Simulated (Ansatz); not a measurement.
BN:
```
CELL_PARAMETERS angstrom
      2.54801     0.00000     0.00000
     -1.27400     2.20664     0.00000
      0.00000     0.00000     8.37529
ATOMIC_POSITIONS crystal
  B  0.00000 0.00000 0.99977
  B  0.00000 0.00000 0.49977
  B  0.66667 0.33333 0.75047
  B  0.33333 0.66667 0.25047
  N  0.00000 0.00000 0.81317
  N  0.00000 0.00000 0.31317
  N  0.66667 0.33333 0.56222
  N  0.33333 0.66667 0.06222
```

Relaxed with r²SCAN. Special points in fractions of this cell's reciprocal vectors: Γ (0.000, 0.000, 0.000); M (0.500, 0.000, 0.000); K (0.333, 0.333, 0.000); A (0.000, 0.000, 0.500); L (0.500, 0.000, 0.500); H (0.333, 0.333, 0.500).

List the band energies nearest the valence-band maximum at these points for r²SCAN (plane waves, PAW; program Ansatz).

In eV from the valence-band maximum; about four levels below and three above (degenerate sets whole), none deeper than 8.9 eV; points with the same levels are listed once.

```json
[
 {"k": "Γ", "below": "-1.14 -1.14 -0.13 0.00 0.00", "above": "9.35 9.35 9.50"},
 {"k": "M", "below": "-3.83 -3.65 -2.70 -2.11", "above": "6.08 6.46 8.71"},
 {"k": "K", "below": "-5.60 -4.36 -4.36 -3.08", "above": "8.26 8.26 10.30"},
 {"k": "A", "below": "-0.39 -0.39 -0.39 -0.39", "above": "9.84 9.84 9.84 9.84"},
 {"k": "L", "below": "-3.60 -3.60 -2.70 -2.70", "above": "6.60 6.60 9.05 9.05"},
 {"k": "H", "below": "-4.15 -4.15 -3.94 -3.94", "above": "7.43 7.43 12.00 12.00"}
]
```

Space group P6_3mc. A made-up cell: these elements were put on the sites of a structure type. Its sites differ from those of the usual phase in this space group: another stacking or structure type. Symmetry was held in the r²SCAN relaxation; phonons on a q-mesh show no instability.

Potentials: the later of the program's two PAW sets.
